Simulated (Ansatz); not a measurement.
## Cr3NiC: computed property card

Cr₃NiC:
```cif
data_CCr3Ni
_chemical_formula_sum 'Cr3 Ni1 C1'
_space_group_name_H-M_alt 'Pm-3m'
_space_group_IT_number 221
_space_group_name_Hall '-P 4 2 3'
_cell_length_a 3.78981
_cell_length_b 3.78981
_cell_length_c 3.78981
_cell_angle_alpha 90.000
_cell_angle_beta 90.000
_cell_angle_gamma 90.000
loop_
_atom_site_label
_atom_site_type_symbol
_atom_site_symmetry_multiplicity
_atom_site_Wyckoff_symbol
_atom_site_fract_x
_atom_site_fract_y
_atom_site_fract_z
_atom_site_occupancy
Cr1 Cr 3 c 0.00000 0.50000 0.50000 1
Ni1 Ni 1 a 0.00000 0.00000 0.00000 1
C1 C 1 b 0.50000 0.50000 0.50000 1
```

Space group Pm-3m (No. 221), anti-perovskite; conventional cell a = b = c = 3.790 Å, α = β = γ = 90.00°.

Method: PBE in the plane-wave PAW code Ansatz. The cell and atoms are relaxed at this level. Other levels are named where they apply.

Cell and energy:

Volume per atom: 10.89 Å³
Density: 6.92 g/cm³
Formation energy from the elements (no fitted shifts): 0.14 eV/atom

Electronic structure:

Electronic character: metallic (no gap)
Density of states at the Fermi level: 1.0 states/eV per atom (mean over ±0.08 eV)

Magnetism:

Magnetic order: non-magnetic (starting moments vanished)

Mechanics:

- Bulk modulus (Birch–Murnaghan fit) = 245 GPa
- Pressure derivative B′ = 4.3

The start of the workflow was typed in or built on a structure type; neither database checked (COD, Materials Project) lists it. Whether it is the stable phase at ambient conditions was not checked. The PBE relaxation kept the symmetry of its start; whether a distortion lowers the energy is not shown. The workflow began spin-polarised and lost its moments. The references are the lowest solids computed at this level, not always the standard phases.

Potentials: the earlier of the program's two PAW sets.
